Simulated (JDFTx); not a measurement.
An input for a modified build of JDFTx (Al(110) with C, linear PCM (GLSSA13), water, 1 M KF; bohr, hartree) and the course of its log:

```
lattice \
  7.6324715365 0.0000000000 0.0000000000 \
  0.0000000000 5.3969723774 0.0000000000 \
  0.0000000000 0.0000000000 46.6762352783
coords-type Lattice
ion Al 0.0000000000 0.0000000000 -0.1180710658 0
ion Al 0.5000000000 0.5000000000 -0.0578128500 0
ion Al 0.0000000000 0.0000000000 0.0000000000 0
ion Al 0.5000000000 0.5000000000 0.0578128500 0
ion Al 0.0000000000 0.0000000000 0.1180710658 0
ion C 0.5000000000 0.0000000000 0.1154928405 0
ion C -0.5000000000 0.0000000000 -0.1154928405 0
ion-species pseudo/al_pbe_v1.upf
ion-species pseudo/c_pbe_v1.2.upf
elec-cutoff 20 100
elec-ex-corr gga-x-rpbe gga-c-pbe
coulomb-interaction Slab 001
coulomb-truncation-embed 0 0 0
kpoint-folding 6 8 1
elec-smearing Fermi 0.01
elec-n-bands 23
target-mu -0.153980
electronic-scf nIterations 100 energyDiffThreshold 1e-07
fluid LinearPCM
pcm-variant GLSSA13
fluid-solvent H2O
fluid-cation K+ 1
fluid-anion F- 1
fluid-minimize nIterations 400 knormThreshold 1e-12
wavefunction read f0.wfns
elec-initial-eigenvals f0.eigenvals
elec-initial-fillings read f0.fillings
fluid-initial-state f0.fluidState
dump-name f0_u0.$VAR
dump End State Ecomponents EigStats BandEigs Forces ElecDensity IonicPositions Fillings Kpoints Dtot FluidDebug BoundCharge FluidDensity
```

```
[one cycle in 5 is shown, and the last three; fluid-solver lines are left out]
	FillingsUpdate:  mu: -0.153980000  nElectrons: 21.170097
SCF: Cycle:  0   G: -17.298001240257296   dG: +8.788e-01   |Residual|: 1.073e-01   |deigs|: 1.380e-05
	FillingsUpdate:  mu: -0.153980000  nElectrons: 22.683312
SCF: Cycle:  5   G: -18.170283961809314   dG: +6.109e-05   |Residual|: 1.313e-02   |deigs|: 9.637e-04
	FillingsUpdate:  mu: -0.153980000  nElectrons: 22.498566
SCF: Cycle: 10   G: -18.160589936722431   dG: -2.974e-02   |Residual|: 1.465e-02   |deigs|: 2.165e-03
	FillingsUpdate:  mu: -0.153980000  nElectrons: 22.720958
SCF: Cycle: 15   G: -18.177924977880412   dG: -2.587e-02   |Residual|: 7.746e-03   |deigs|: 3.212e-03
	FillingsUpdate:  mu: -0.153980000  nElectrons: 21.981531
SCF: Cycle: 20   G: -17.958997078800049   dG: +3.695e-02   |Residual|: 5.085e-02   |deigs|: 1.331e-03
	FillingsUpdate:  mu: -0.153980000  nElectrons: 22.345253
SCF: Cycle: 25   G: -18.148605868178116   dG: +1.492e-02   |Residual|: 2.289e-02   |deigs|: 1.962e-03
	FillingsUpdate:  mu: -0.153980000  nElectrons: 22.386793
SCF: Cycle: 30   G: -18.147178265212080   dG: -4.465e-04   |Residual|: 2.216e-02   |deigs|: 2.044e-03
	FillingsUpdate:  mu: -0.153980000  nElectrons: 21.910844
SCF: Cycle: 35   G: -18.023041687397285   dG: +9.949e-02   |Residual|: 4.688e-02   |deigs|: 7.964e-03
	FillingsUpdate:  mu: -0.153980000  nElectrons: 21.148815
SCF: Cycle: 40   G: -17.583216342101061   dG: +4.748e-01   |Residual|: 8.968e-02   |deigs|: 1.202e-02
	FillingsUpdate:  mu: -0.153980000  nElectrons: 22.107790
SCF: Cycle: 45   G: -18.079067566038216   dG: -2.055e-01   |Residual|: 3.813e-02   |deigs|: 1.063e-02
	FillingsUpdate:  mu: -0.153980000  nElectrons: 22.309152
SCF: Cycle: 50   G: -18.173083151045919   dG: +2.274e-03   |Residual|: 1.906e-02   |deigs|: 1.181e-03
	FillingsUpdate:  mu: -0.153980000  nElectrons: 22.515052
SCF: Cycle: 55   G: -18.178610515657613   dG: -1.118e-02   |Residual|: 1.106e-02   |deigs|: 1.350e-03
	FillingsUpdate:  mu: -0.153980000  nElectrons: 22.582458
SCF: Cycle: 60   G: -18.185534414548776   dG: -2.399e-04   |Residual|: 6.240e-03   |deigs|: 1.598e-03
	FillingsUpdate:  mu: -0.153980000  nElectrons: 21.673204
SCF: Cycle: 65   G: -18.104732396967957   dG: -5.335e-02   |Residual|: 4.467e-02   |deigs|: 2.113e-03
	FillingsUpdate:  mu: -0.153980000  nElectrons: 20.923425
SCF: Cycle: 70   G: -17.685448465714323   dG: +4.018e-02   |Residual|: 8.934e-02   |deigs|: 8.642e-04
	FillingsUpdate:  mu: -0.153980000  nElectrons: 22.595110
SCF: Cycle: 75   G: -18.196319765517114   dG: -2.069e-02   |Residual|: 8.523e-03   |deigs|: 6.911e-03
	FillingsUpdate:  mu: -0.153980000  nElectrons: 22.793711
SCF: Cycle: 80   G: -18.170756464857121   dG: -1.011e-02   |Residual|: 1.713e-02   |deigs|: 7.592e-04
	FillingsUpdate:  mu: -0.153980000  nElectrons: 20.219218
SCF: Cycle: 85   G: -17.097711515684718   dG: -6.924e-02   |Residual|: 1.264e-01   |deigs|: 7.704e-04
	FillingsUpdate:  mu: -0.153980000  nElectrons: 19.569805
SCF: Cycle: 90   G: -16.497982998951841   dG: -3.038e-01   |Residual|: 1.567e-01   |deigs|: 2.557e-03
	FillingsUpdate:  mu: -0.153980000  nElectrons: 22.513034
SCF: Cycle: 95   G: -18.215001227740458   dG: -2.398e-01   |Residual|: 1.419e-02   |deigs|: 1.583e-02
	FillingsUpdate:  mu: -0.153980000  nElectrons: 21.326891
SCF: Cycle: 97   G: -18.122165734075487   dG: -2.846e-01   |Residual|: 5.538e-02   |deigs|: 7.184e-03
	FillingsUpdate:  mu: -0.153980000  nElectrons: 21.354711
SCF: Cycle: 98   G: -18.020292326987171   dG: +1.019e-01   |Residual|: 5.930e-02   |deigs|: 4.927e-03
	FillingsUpdate:  mu: -0.153980000  nElectrons: 21.283562
SCF: Cycle: 99   G: -17.942536516888175   dG: +7.776e-02   |Residual|: 6.678e-02   |deigs|: 1.583e-03
SCF: None of the convergence criteria satisfied after 100 iterations.
IonicMinimize: Iter:   0  G: -17.942536516888175  |grad|_K:  0.000e+00
IonicMinimize: Converged (|grad|_K<1.000000e-04).
```

This run gave no converged result. The electronic loop ended without meeting its threshold, so the last energy, electron count and forces aren't results.
